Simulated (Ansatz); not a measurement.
NbC (rock salt, Fm-3m) at seven volumes, DFT-LDA in the program Ansatz with PAW potentials, scaled uniformly. One row is withheld.

```csv
V (Å³/atom),P (GPa)
9.869,38.26
10.194,23.47
10.519,10.83
10.845,0.00
11.170,-9.26
11.495,-17.19
11.821,?
```

Q: Fit the shown pressures and predict the withheld one.

A: P = (3/2)B₀(x^(7/2) − x^(5/2))[1 + (3/4)(B′ − 4)(x − 1)] with x = (V₀/V)^(2/3). Least squares on the six rows gives V₀ = 10.845 Å³/atom, B₀ = 333 GPa, B′ = 4.17. At V = 11.821, x = 0.9442 and P = -23.98 GPa. The run itself gave -23.96 GPa.

The LDA relaxation kept the symmetry of its start; of distortions, only those at the zone centre were tested. No spin polarisation was allowed.

Potentials: the later of the program's two PAW sets.
